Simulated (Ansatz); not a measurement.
GaAs (zinc blende)

```
GaAs
1.0
    0.00000     5.74558     5.74558
    2.87279     0.00000     2.87279
    2.87279     2.87279     0.00000
As Ga
2 2
Direct
  0.37500   0.75000   0.75000
  0.87500   0.75000   0.75000
  0.00000   0.00000   0.00000
  0.50000   0.00000   0.00000
```

The atoms are displaced by Q × the pattern below (from a DFPT mode at L = (0.5, 0.0, 0.0), largest move 1; Q in Å), at fixed cell. It is one choice among 2 degenerate patterns. (q is in reciprocal vectors of the primitive cell; the cell shown is doubled to hold the pattern.)

```
atom       x       y       z
----  ------  ------  ------
As1   -0.267   0.486  -0.753
As2    0.267  -0.486   0.753
Ga3    0.285  -0.520   0.805
Ga4   -0.285   0.520  -0.805
```

Level of theory: PBE (plane waves to 420 eV, PAW, scalar-relativistic; Ansatz, a program for electronic structure). k mesh 5×10×10 (Γ-centred), Fermi-Dirac smearing 0.05 eV. E stands for the smeared free energy. GaAs was relaxed with its symmetry unable to fall. The zero of ΔE is the undisplaced structure.

Task: Give the computed ΔE (eV/cell) and −dE/dQ from forces (eV/Å) at Q (Å) = -0.150, -0.090, -0.060, -0.030, 0.030, 0.060, 0.120, 0.180.

Result: 
| Q (Å) | ΔE (eV/cell) | −dE/dQ from forces (eV/Å) |
|---|---|---|
| -0.150 | 0.0406 | 0.552 |
| -0.090 | 0.0144 | 0.323 |
| -0.060 | 0.0064 | 0.214 |
| -0.030 | 0.0016 | 0.106 |
| 0.030 | 0.0016 | -0.106 |
| 0.060 | 0.0064 | -0.214 |
| 0.120 | 0.0258 | -0.436 |
| 0.180 | 0.0590 | -0.673 |

(A displaced cell: forces are minus the slopes of the energy, force constants its curvatures, and phonons follow from these.)
